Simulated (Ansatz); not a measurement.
**Al2GeH2O6: checking a database structure before trusting its electric field gradients**

The cell is a Materials Project structure (computed, not necessarily an observed phase).

```cif
data_Al2GeH2O6
_symmetry_space_group_name_H-M 'C2/c'
_symmetry_Int_Tables_number 15
_cell_length_a 5.4102
_cell_length_b 8.4484
_cell_length_c 9.0618
_cell_angle_alpha 90.000
_cell_angle_beta 102.927
_cell_angle_gamma 90.000
loop_
_atom_site_label
_atom_site_type_symbol
_atom_site_symmetry_multiplicity
_atom_site_Wyckoff_symbol
_atom_site_fract_x
_atom_site_fract_y
_atom_site_fract_z
Al Al 8 f 0.4246 0.1331 0.0856
Ge Ge 4 e 0.5000 0.7760 0.2500
H H 8 f 0.5513 0.4134 0.0676
O11 O 8 f 0.5728 0.9065 0.4110
O15 O 8 f 0.2713 0.1525 0.2605
O19 O 8 f 0.3992 0.3491 0.0436
```

One atom of each set is listed; the run and its k-mesh use a cell of 22 atoms with edges of 5.02, 5.02, 9.06 Å.

Method: Kohn–Sham DFT in Ansatz, PBE, plane waves and PAW, scalar-relativistic, 420 eV cutoff, Γ-centred 5×5×3 k-points, Fermi–Dirac smearing 0.02 eV.

(1) Do the atoms and the cell lie near the calculated equilibrium?

Results:

(1) Yes. The largest force is 0.064 eV/Å, on atom 1 (Al: 6 O at 1.86–1.96 Å), and the pressure is 0.5 GPa.
